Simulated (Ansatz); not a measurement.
# Si₄Sn: start and end of a relaxation

Recipe of this trial structure of Si₄Sn: random cell by space group and Wyckoff sites (P6/mmm, No. 191). Its size is a rough estimate.

start:

Space group P6/mmm (No. 191). a = 4.505 Å, b = 4.505 Å, c = 5.788 Å, α = 90.00°, β = 90.00°, γ = 120.00°
```csv
atom,site,symmetry,x,y,z
Si,2e,6mm,0.0000,0.0000,0.3281
Si,2d,-6m2,0.3333,0.6667,0.5000
Sn,1a,6/mmm,0.0000,0.0000,0.0000
```

Computed with DFT PBE, scalar-relativistic, plane waves, PAW in Ansatz 0.2.0. Cutoff 420 eV, Gaussian smearing, Γ-centred meshes. Cell and atoms relax first on a coarse mesh and then on a finer one. In between, the cell is made exact in the group found at 0.06 Å. In metals the finer mesh still leaves noise of several meV/atom or more. The steps can't lower the symmetry of their start. No spin polarisation.

end:

Space group P6/mmm (No. 191). a = 4.042 Å, b = 4.042 Å, c = 8.190 Å, α = 90.00°, β = 90.00°, γ = 120.00°
```csv
atom,site,symmetry,x,y,z
Si,2e,6mm,0.0000,0.0000,0.3376
Si,2d,-6m2,0.3333,0.6667,0.5000
Sn,1a,6/mmm,0.0000,0.0000,0.0000
```

The symmetry stays P6/mmm (No. 191). The volume per atom grows by 13.9 %, from 20.3 to 23.2 Å³. The shortest distance goes from 1.90 Å (Si–Sn) to 2.33 Å (Si–Si). The ratio c/a of the conventional cell changes by a factor of 1.58. The energy falls by about 1.8 eV/atom (the start's value is from the coarse mesh).

```json
{"Volume per atom": "23.17 Å³", "Density": "3.31 g/cm³", "Formation energy": "+0.70 eV/atom", "Gap on the 12×12×6 mesh of the 5-atom cell": "0 eV (a metal)"}
```

Energies over the elements count from the elements' standard structures at the same level, with no fitted energy shifts. The references include grey tin. A positive value: parting into the elements would lower its energy.

The last run used Gaussian smearing of 0.10 eV. A structure relaxed within its symmetry needn't be a true minimum. In all, the 3 runs took 2.4 min on 1 thread of Intel(R) Xeon(R) Processor @ 2.70GHz, on a shared host. Another cell of Si4Sn relaxed alike, in R-3m, lies 0.51 eV/atom lower, so this cell isn't the stable form at this level.
